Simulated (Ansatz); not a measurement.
**Spin spirals in RbMnSe₂ (I-4m2)**

The geometry is a structure from the Materials Project, held fixed and not relaxed.

Functional, mesh and filling: LDA, 10×10×10 k mesh, Fermi–Dirac smearing of 0.05 eV. PAW means Ansatz 0.2.0 on its default frozen-core files. Site moments are integrated in spheres about the atoms.

The first input and its command:

```yaml
crystal:
  lattice:
    - [-2.021789, 2.021789, 7.067076]
    - [2.021789, -2.021789, 7.067076]
    - [2.021789, 2.021789, -7.067076]
  atoms:
    - { symbol: Rb, position: [0.0, 0.0, 0.0] }
    - { symbol: Mn, position: [0.25, 0.75, 0.5], spin: 3.6, spin_axis: [1.0, 0.0, 0.0] }
    - { symbol: Se, position: [0.652579, 0.652579, 0.0] }
    - { symbol: Se, position: [0.347421, 0.347421, 0.0] }
magnetization:
  noncollinear: true
  spin_spiral: { q: [0.0, 0.0, 0.0] }
kpoints:
  mp_grid: { grid: [10, 10, 10] }
scf:
  occupations: { method: fermi_dirac, width: 0.05 }
  lower_state_search: "off"
hamiltonian:
  xc: lda
  pseudopotentials: { kind: paw }
output:
  eigenvalues: false
```

Command: `ansatz run input.yaml --threads 2 --pin off --max-ram 6144MiB --backend cpu --events-out ev --progress --plain --runs-dir out`

The input for «spiral at 0.2 of the way from Γ to N» by PAW differs from it in these lines, output keys apart:

```diff
-  spin_spiral: { q: [0.0, 0.0, 0.0] }
+  spin_spiral: { q: [0.0, 0.1, 0.0] }
-  mp_grid: { grid: [10, 10, 10] }
+  mp_grid: { grid: [10, 10, 10], shift: [0.0, 0.5, 0.0] }
```

Flat spirals without spin–orbit coupling: moments start in the xy plane and turn about z by q·R from cell to cell, and their directions inside a cell are free. q runs from Γ to N = (0.000, 0.500, 0.000) in reciprocal cell vectors. Energies count from each method's run at q = 0. Each q is a vector of the k mesh, and the mesh is shifted by q/2 where needed, so that both spin components are sampled on the same points as at q = 0.

Q: Where along the line is the energy lowest?

A: q = 0 is the lowest point, but the next lies within 4.0 meV per cell, which this mesh may not resolve.
```
fraction of Γ–N  |q| (1/Å)  ΔF PAW (meV/cell)  largest moment, PAW (μB)
          0.000      0.000                0.0                      3.56
          0.200      0.162               +2.7                      3.54
          0.400      0.323               +7.0                      3.48
          0.600      0.485              +16.5                      3.42
          0.800      0.646              +21.1                      3.37
          1.000      0.808              +20.4                      3.36
```

Q: The line ends at half a reciprocal vector. Fit ΔF(f) = A₁(1 − cos πf) + A₂(1 − cos 2πf) to the PAW points, leaving out f = 0.200. What does it give?

A: A₁ = +10.8 and A₂ = +0.6 meV/cell, with a worst miss of 1.6 meV. At f = 0.200 the fit gives +2.5 meV against the computed +2.7. In a Heisenberg model A₁ and A₂ sum the couplings to the first and second lattice planes normal to q.

The PAW files were made with PBE; the program remakes their cores once for the run's functional and then keeps them frozen. The Ansatz runs typed with the search for lower states off end where their start leads. These are results for the start and cell typed. The real compound can order otherwise, in a larger cell, or not at all, since semilocal functionals at zero temperature often overstate magnetism.
